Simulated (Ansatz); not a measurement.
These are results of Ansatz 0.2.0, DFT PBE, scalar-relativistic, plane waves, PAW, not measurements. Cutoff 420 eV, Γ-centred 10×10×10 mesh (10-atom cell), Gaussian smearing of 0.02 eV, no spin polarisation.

Formation energies are uncorrected and refer to the elements' standard structures at the same level. The references include black phosphorus.

Question: Find a candidate tetragonal semiconductor made of Ga, In and P, with a gap near 0.9 eV, a formation energy near −0.33 eV/atom and a density near 4.29 g/cm³, in a cell of 10 atoms.

Answer: In₂Ga₃P₅, space group I-4m2 (No. 119). In has 4 P at 2.55 Å; Ga on a site of symmetry 2mm has 4 P at 2.41 Å; around Ga on a site of symmetry -4m2 lie 4 P at 2.41 Å; P on a site of symmetry 2mm is surrounded by 2 Ga at 2.41 Å and 2 In at 2.55 Å; 2 more sites not described.

```cif
data_structure
_symmetry_space_group_name_H-M 'P 1'
_symmetry_Int_Tables_number 1
_cell_length_a 14.5843
_cell_length_b 14.5843
_cell_length_c 14.5843
_cell_angle_alpha 164.200
_cell_angle_beta 164.200
_cell_angle_gamma 22.417
_cell_volume 229.94
loop_
_atom_site_label
_atom_site_type_symbol
_atom_site_fract_x
_atom_site_fract_y
_atom_site_fract_z
_atom_site_occupancy
In1 In 0.39846 0.39846 0.00000 1
In2 In 0.60154 0.60154 0.00000 1
Ga1 Ga 0.79697 0.79697 0.00000 1
Ga2 Ga 0.00000 0.00000 0.00000 1
Ga3 Ga 0.20303 0.20303 0.00000 1
P1 P 0.34345 0.84345 0.50000 1
P2 P 0.95346 0.45346 0.50000 1
P3 P 0.54654 0.04654 0.50000 1
P4 P 0.15655 0.65655 0.50000 1
P5 P 0.75000 0.25000 0.50000 1
```

- Volume per atom: 22.99 Å³
- Density: 4.29 g/cm³
- Formation energy: −0.334 eV/atom
- Gap on the 10×10×10 mesh of the 10-atom cell: 0.89 eV

The cell was found from a structure generator's guess, not taken from experiment. Other answers may fit too; this one was computed.

Kohn–Sham gaps at this level usually fall short of measured ones. The reference form of P is held partly by dispersion forces, which this level lacks. A later test with randomly moved atoms came back to the same energy, though modes that don't fit the test's cell weren't probed.
